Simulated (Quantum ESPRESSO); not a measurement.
# Kohn-Sham bands of PbF₄ (I4/mmm)

```
PbF4
1.0
    4.29350     0.00000     0.00000
    0.00000     4.29350     0.00000
   -2.14675    -2.14675     3.93302
Pb F
1 4
Direct
  0.00000   0.00000   0.00000
  0.74815   0.74815   0.49630
  0.25185   0.25185   0.50370
  0.00000   0.50000   0.00000
  0.50000   0.00000   0.00000
```

Materials Project entry mp-341; symmetrised, unrelaxed at this level. COD (Crystallography Open Database) has an entry of this formula and space group (matched by these alone). Method: PBEsol plane waves in Quantum ESPRESSO 7.5 (PseudoDojo norm-conserving files, 68 Ry, no spin polarisation, no spin-orbit coupling), Bloch states on a 6×6×6 mesh through Γ, Wannier90 4.0.1. Density: 8×8×8 mesh, cold smearing 0.01 Ry. The cell is built of weakly bound layers, chains or molecules. Database cells relaxed without dispersion often hold them too far apart, which can enlarge gaps and weakens couplings between them; spacing and stacking were not compared with the measured crystal. Spin-orbit coupling is left out although heavy elements are present.

**Question.** List the Kohn-Sham levels between −8 and 4.9 eV relative to the valence-band maximum at the high-symmetry points, as a band run of pw.x on that density gives them (levels within 2 meV counted together).

**Answer.** 
```json
[
 {"point": "Γ", "k (reciprocal lattice)": "0.000 0.000 0.000", "levels (eV)": "-4.04 (×2), -3.86, -3.16, -1.23 (×2), -1.16, -0.87 (×2), -0.73, -0.19 (×2), 1.93"},
 {"point": "X", "k (reciprocal lattice)": "0.500 0.500 -0.500", "levels (eV)": "-7.43, -2.45, -1.92, -1.84, -1.47, -1.18, -1.01, -0.63, -0.33, -0.26, -0.18, 0.00"},
 {"point": "P", "k (reciprocal lattice)": "0.500 0.500 -0.250", "levels (eV)": "-7.42, -2.79, -1.77 (×2), -1.29, -1.18, -0.63, -0.55 (×2), -0.55, -0.10 (×2)"},
 {"point": "N", "k (reciprocal lattice)": "0.500 0.000 0.000", "levels (eV)": "-5.96, -3.99, -2.78, -1.71, -1.40, -1.26, -1.07, -0.62, -0.62, -0.47, -0.30, -0.29, 3.96"},
 {"point": "M", "k (reciprocal lattice)": "0.000 0.000 0.500", "levels (eV)": "-4.25, -4.19 (×2), -2.33, -1.58, -1.42 (×2), -1.01, -0.61 (×2), -0.09 (×2), 2.71"},
 {"point": "S", "k (reciprocal lattice)": "0.351 0.000 0.324", "levels (eV)": "-5.86, -4.05, -2.46, -2.07, -1.63, -1.34, -0.97, -0.75, -0.70, -0.50, -0.32, -0.07, 3.61"},
 {"point": "S_0", "k (reciprocal lattice)": "0.649 0.000 -0.324", "levels (eV)": "-5.86, -4.05, -2.46, -2.07, -1.63, -1.34, -0.97, -0.75, -0.70, -0.50, -0.32, -0.07, 3.61"},
 {"point": "R", "k (reciprocal lattice)": "0.649 0.351 -0.500", "levels (eV)": "-7.11, -2.43, -2.08, -1.94, -1.82, -1.19, -1.01, -0.66, -0.58, -0.34, -0.20, -0.02, 4.47"},
 {"point": "G", "k (reciprocal lattice)": "0.351 0.351 0.149", "levels (eV)": "-7.11, -2.43, -2.08, -1.94, -1.82, -1.19, -1.01, -0.66, -0.58, -0.34, -0.20, -0.02, 4.47"}
]
```
